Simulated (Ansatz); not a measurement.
Total density of states per atom from plane-wave PAW r²SCAN (Ansatz code), in 0.25 eV bins, energy from the Fermi level:

| E (eV) | states/eV/atom |
|---|---|
| -7.85 | 0.29 |
| -7.60 | 0.23 |
| -7.35 | 0.23 |
| -7.10 | 0.29 |
| -6.85 | 0.38 |
| -6.60 | 0.36 |
| -6.35 | 0.35 |
| -6.10 | 0.47 |
| -5.85 | 0.53 |
| -5.60 | 0.55 |
| -5.35 | 0.51 |
| -5.10 | 0.61 |
| -4.85 | 0.66 |
| -4.60 | 0.77 |
| -4.35 | 0.60 |
| -4.10 | 0.42 |
| -3.85 | 0.36 |
| -3.60 | 0.36 |
| -3.35 | 0.63 |
| -3.10 | 0.92 |
| -2.85 | 0.55 |
| -2.60 | 1.02 |
| -2.35 | 0.90 |
| -2.10 | 0.29 |
| -1.85 | 0.23 |
| -1.60 | 0.16 |
| -1.35 | 0.18 |
| -1.10 | 0.29 |
| -0.85 | 0.48 |
| -0.60 | 0.46 |
| -0.35 | 0.69 |
| -0.10 | 0.58 |
| 0.15 | 0.44 |
| 0.40 | 0.38 |
| 0.65 | 0.42 |
| 0.90 | 0.34 |
| 1.15 | 0.37 |
| 1.40 | 0.38 |
| 1.65 | 0.24 |
| 1.90 | 0.34 |
| 2.15 | 0.49 |
| 2.40 | 0.49 |
| 2.65 | 0.48 |
| 2.90 | 0.40 |
| 3.15 | 0.36 |
| 3.40 | 0.41 |
| 3.65 | 0.47 |
| 3.90 | 0.35 |
| 4.15 | 0.27 |
| 4.40 | 0.26 |
| 4.65 | 0.29 |

Which of these materials gives this?
A. AlBRu, Cmcm (Al on 4c, B on 4c, Ru on 4c)
B. CaB6, Pm-3m (Ca on 1b, B on 6e)
C. BP, CsCl type
D. BiB, rock salt

A, AlBRu, Cmcm (Al on 4c, B on 4c, Ru on 4c). Within 0.5 eV of the Fermi level: Ru 4d 74 %, B 2p 11 %, Al 3p 9 %. Projections are on Löwdin-orthogonalised atomic valence shells; empty p or d shells of many metals are not among them.

The start of the workflow was typed in or built on a structure type; neither database checked (COD, Materials Project) lists it. Whether it is the stable phase at ambient conditions was not checked. The r²SCAN relaxation kept the symmetry of its start; whether a distortion lowers the energy is not shown. The run is not spin-polarised. Scalar-relativistic: spin–orbit coupling is off unless named, which matters more the heavier the elements.

Potentials: the later of the program's two PAW sets.
